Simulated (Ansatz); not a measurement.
TaC (rock salt)

```yaml
crystal:
  lattice:
    - [0.00000, 2.23792, 2.23792]
    - [2.23792, 0.00000, 2.23792]
    - [2.23792, 2.23792, 0.00000]
  atoms:
    - { symbol: C, position: [0.00000, 0.00000, 0.00000] }
    - { symbol: Ta, position: [0.50000, 0.50000, 0.50000] }
```

The slice is a {100} plane (indices of the conventional cell) through the point (0.000, 0.000, 0.000) (fractional), spanned by u = [100] and v = [0 1 -1] in vectors of this cell: u (3.16 Å) and v (3.16 Å, at 90° to u). It covers one period; positions are fractions (u, v).

The numbers are results of PBE (plane waves to 420 eV, PAW, scalar-relativistic; Ansatz, a quantum-chemistry and plane-wave program), not measurements. k mesh 18×18×18. Near the nuclei the fields are pseudised (PAW); where an atom keeps semicore shells as valence, they peak there. Spin-orbit coupling is left out, though Ta is heavy. TaC is run without spin polarisation. TaC was relaxed with its symmetry unable to fall.

Three fields on this plane, each scaled to ten steps between its own extremes (0 low, 9 high; the total valence density on a logarithmic scale, the potential cut 8 eV below its top; x marks points blanked near nuclei; v = 0 in the bottom row):

Map A
```
|xxxxxxxx7999999999997xxxxxxx|
|xxxxxxxx7888877788887xxxxxxx|
|xxxxxxxx6776555556776xxxxxxx|
|xxxxxxx555432101234555xxxxxx|
|xxxxxxx432000000000234xxxxxx|
|xxxxxx42000000000000024xxxxx|
|xxxx5420000xxxxxxx0000245xxx|
|777653000xxxxxxxxxxx00035677|
|99875200xxxxxxxxxxxxx0025789|
|99874000xxxxxxxxxxxxx0004789|
|9986300xxxxxxxxxxxxxxx003689|
|9985200xxxxxxxxxxxxxxx002589|
|9975100xxxxxxxxxxxxxxx001579|
|9975000xxxxxxxxxxxxxxx000579|
|9975100xxxxxxxxxxxxxxx001579|
|9985200xxxxxxxxxxxxxxx002589|
|9986300xxxxxxxxxxxxxxx003689|
|99874000xxxxxxxxxxxxx0004789|
|99875200xxxxxxxxxxxxx0025789|
|777653000xxxxxxxxxxx00035677|
|xxxx5420000xxxxxxx0000245xxx|
|xxxxxx42000000000000024xxxxx|
|xxxxxxx432000000000234xxxxxx|
|xxxxxxx555432101234555xxxxxx|
|xxxxxxxx6776555556776xxxxxxx|
|xxxxxxxx7888877788887xxxxxxx|
|xxxxxxxx7999999999997xxxxxxx|
|xxxxxxxx7999999999997xxxxxxx|
```

Map B
```
|xxxxxxxx6421000001246xxxxxxx|
|xxxxxxxx5421100011245xxxxxxx|
|xxxxxxxx5432111112345xxxxxxx|
|xxxxxxx654332222233456xxxxxx|
|xxxxxxx654445555544456xxxxxx|
|xxxxxx65556789998765556xxxxx|
|xxxx6655689xxxxxxx9865566xxx|
|665555568xxxxxxxxxxx86555556|
|44444458xxxxxxxxxxxxx8544444|
|22233469xxxxxxxxxxxxx9643322|
|1112347xxxxxxxxxxxxxxx743211|
|0011258xxxxxxxxxxxxxxx852110|
|0001259xxxxxxxxxxxxxxx952100|
|0001259xxxxxxxxxxxxxxx952100|
|0001259xxxxxxxxxxxxxxx952100|
|0011258xxxxxxxxxxxxxxx852110|
|1112347xxxxxxxxxxxxxxx743211|
|22233469xxxxxxxxxxxxx9643322|
|44444458xxxxxxxxxxxxx8544444|
|665555568xxxxxxxxxxx86555556|
|xxxx6655689xxxxxxx9865566xxx|
|xxxxxx65556789998765556xxxxx|
|xxxxxxx654445555544456xxxxxx|
|xxxxxxx654332222233456xxxxxx|
|xxxxxxxx5432111112345xxxxxxx|
|xxxxxxxx5421100011245xxxxxxx|
|xxxxxxxx6421000001246xxxxxxx|
|xxxxxxxx6421000001246xxxxxxx|
```

Map C
```
|xxxxxxxx9864322234689xxxxxxx|
|xxxxxxxx9753211123579xxxxxxx|
|xxxxxxxx7531000001357xxxxxxx|
|xxxxxxx853100000001358xxxxxx|
|xxxxxxx531000010000135xxxxxx|
|xxxxxx63101123332110136xxxxx|
|xxxx8531113xxxxxxx3111358xxx|
|999753111xxxxxxxxxxx11135799|
|88753101xxxxxxxxxxxxx1013578|
|66531013xxxxxxxxxxxxx3101356|
|4431001xxxxxxxxxxxxxxx100134|
|3320002xxxxxxxxxxxxxxx200023|
|2210003xxxxxxxxxxxxxxx300012|
|2210013xxxxxxxxxxxxxxx310012|
|2210003xxxxxxxxxxxxxxx300012|
|3320002xxxxxxxxxxxxxxx200023|
|4431001xxxxxxxxxxxxxxx100134|
|66531013xxxxxxxxxxxxx3101356|
|88753101xxxxxxxxxxxxx1013578|
|999753111xxxxxxxxxxx11135799|
|xxxx8531113xxxxxxx3111358xxx|
|xxxxxx63101123332110136xxxxx|
|xxxxxxx531000010000135xxxxxx|
|xxxxxxx853100000001358xxxxxx|
|xxxxxxxx7531000001357xxxxxxx|
|xxxxxxxx9753211123579xxxxxxx|
|xxxxxxxx9864322234689xxxxxxx|
|xxxxxxxx9864322234689xxxxxxx|
```

Problem. Assign the maps to these fields: electron localisation function (ELF); valence electron density; electrostatic potential energy of an electron, from the cell's mean.

Solution. A is the electrostatic potential energy of an electron, from the cell's mean; B is the valence electron density; C is the electron localisation function (ELF).
